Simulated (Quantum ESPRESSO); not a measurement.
# Where does F sit best among S sites?

These are calculations, not measurements. They come from pw.x of Quantum ESPRESSO 7.5, a plane-wave density functional program, with PseudoDojo standard norm-conserving files (v0.5 for PBE, v0.4.1 for LDA and PBEsol). The cells are made up: elements, strain and atom displacements were drawn at random, and nothing was relaxed. There is no spin polarisation, spin-orbit coupling or dispersion term.

The cell has 8 sites of a zincblende or diamond lattice. Sites 1 to 4 hold Zn Ga Al empty; sites 5 to 8 hold X X X X. Cell vectors in Å: (5.222, 0.022, -0.038); (0.022, 5.194, 0.045); (-0.038, 0.045, 5.345). Settings: PBE, cutoff 1143 eV, 6 x 6 x 6 k mesh shifted by half a step, Fermi-Dirac smearing of 0.1 eV.

In each run one of the sites marked X holds F and the others hold S; cell and positions stay the same. E is the free energy of the cell.

```
site of the guest  first shell  mean distance (Å)  E above the lowest (eV)  P (GPa)  force on the guest (eV/Å)
                5       AlGaZn              2.302                    0.037     2.42                      1.593
                6       AlGaZn              2.262                    0.000     2.22                      1.192
                7       AlGaZn              2.257                    0.029     2.34                      1.133
                8       AlGaZn              2.253                    0.055     2.21                      1.223
```

A rerun of one of these cells at 1437 eV and k mesh 8 x 8 x 8 moved values by no more than 0.002 eV in the cell's energy, 0.02 GPa in stress and 0.006 eV/Å in force.

## Reading the table

Site 6 is lowest, by 0.029 eV, over three times the rerun's bound. A straight line of energy against the mean distance has a slope of 0.0 ± 0.8 eV/Å, so these few sites cannot settle whether the distance sets the order. The positions are random and not relaxed, so the differences hold for this frozen cell and are not site preferences of a real crystal.